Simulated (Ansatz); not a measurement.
CdS (zinc blende, F-43m), DFT-r²SCAN in the program Ansatz with PAW potentials: ε∞ = 5.50, cell volume 50.77 Å³. Infrared-active transverse modes:

```tsv
ω_TO (cm⁻¹)	oscillator strength S_xx (e²/amu)
228.1	0.1928
```

### Question
Compute the static dielectric constant.

### Answer
Each mode adds (4.921e7/V) S/ω²: 3.59. So ε0 = 9.09.

### Question
What LO frequency does the Lyddane–Sachs–Teller relation give?

### Answer
ω_LO = ω_TO √(ε0/ε∞) = 293 cm⁻¹.

Symmetry was held in the r²SCAN relaxation; phonons on a q-mesh show no instability. Scalar-relativistic: spin–orbit coupling is off unless named, which matters more the heavier the elements.

Potentials: the later of the program's two PAW sets.
